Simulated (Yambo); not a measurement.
Yambo run on Mg₂Si (space group Fm-3m, No. 225). The wavefunctions come from this Quantum ESPRESSO step (LDA, PseudoDojo standard norm-conserving files, scalar-relativistic):

```
&CONTROL
  calculation = 'nscf'
  pseudo_dir = './pseudo'
  outdir = './out'
/
&SYSTEM
  ibrav = 0
  nat = 3
  ntyp = 2
  ecutwfc = 84.0
  ecutrho = 336.0
  occupations = 'fixed'
  force_symmorphic = .true.
  nbnd = 146
/
&ELECTRONS
  conv_thr = 3.0000000000000004e-09
  diago_full_acc = .true.
  diago_thr_init = 1e-08
/
ATOMIC_SPECIES
Mg 24.3050 Mg.upf
Si 28.0850 Si.upf
CELL_PARAMETERS angstrom
  0.000000000000   3.129557576000   3.129557576000
  3.129557576000   0.000000000000   3.129557576000
  3.129557576000   3.129557576000   0.000000000000
ATOMIC_POSITIONS crystal
Mg   0.250000000000   0.250000000000   0.250000000000
Mg   0.750000000000   0.750000000000   0.750000000000
Si   0.000000000000   0.000000000000   0.000000000000
K_POINTS automatic
4 4 4 0 0 0
```

Yambo input:

```
rim_cut
gw0
dyson
el_el_corr
HF_and_locXC
ppa
em1d
RandQpts= 1000000
RandGvec= 1 Ry
EXXRLvcs= 84 Ry
VXCRLvcs= 336 Ry
Chimod= "HARTREE"
% BndsRnXp
 9 | 143 |
%
NGsBlkXp= 10 Ry
% LongDrXp
 1.0 | 1.0 | 1.0 |
%
PPAPntXp= 27.2114 eV
% GbndRnge
 1 | 143 |
%
GTermKind= "BG"
DysSolver= "n"
ExtendOut
% QPkrange
 1 | 1 | 12 | 13 |
 7 | 7 | 12 | 13 |
%
```

k points by index: 1 = Γ, 7 = X.

Table of the .qp output:

```
#    K-point    Band    Eo [eV]    E [eV]    E-Eo [eV]    Vxc [eV]    Vnlxc [eV]    Sc|Eo [eV]    Sc|E [eV]    dSc/dw|Eo [eV]    Re(Z)    Im(Z)
#
    1    12    0.000000    -0.570111    -0.570111    -10.19918    -11.40176    0.445470    0.632469    -8.923829    0.753038    -0.002036
    1    13    1.974050    2.018412    0.044362    -9.499044    -5.247912    -4.192951    -4.206770    -8.492655    0.762136    0.867741E-3
    7    12    -2.011923    -2.530919    -0.518996    -10.00779    -12.04206    1.338072    1.515274    -9.283528    0.745592    -0.004696
    7    13    0.115490    0.140734    0.025243    -8.042665    -4.582522    -3.427563    -3.434900    -7.860559    0.775868    -0.001953
```
(The two width columns are left out.) Convergence of these settings isn't established.

Geometry relaxed with LDA.
